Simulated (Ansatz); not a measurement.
Here is the system:

TePt:
Space group P6₃/mmc (No. 194); a = 4.1980 Å, b = 4.1980 Å, c = 5.5032 Å, α = 90.00°, β = 90.00°, γ = 120.00°

```csv
atom,site,symmetry,x,y,z
Te,2c,-6m2,0.3333,0.6667,0.2500
Pt,2a,-3m.,0.0000,0.0000,0.0000
```

This is the LDA-relaxed structure.

All from LDA (plane waves, PAW; program Ansatz), unless another level is named. Predict the electronic character.

metallic (no gap).

And the formation energy from the elements (no fitted shifts)?

-0.21 eV/atom.

And the density of states at the Fermi level?

0.58 states/eV per atom (mean over ±0.08 eV).

Space group P6_3/mmc (NiAs type). The first step of the workflow began from a Materials Project structure, measured or hypothetical; the Crystallography Open Database files this formula in space group No. 194, but the cells were not matched. Whether it is the stable phase at ambient conditions was not checked. The LDA relaxation kept the symmetry of its start; whether a distortion lowers the energy is not shown. No spin polarisation was allowed. The references are the lowest solids computed at this level, not always the standard phases. Spin–orbit coupling is left out wherever it is not named.

Potentials: the later of the program's two PAW sets.
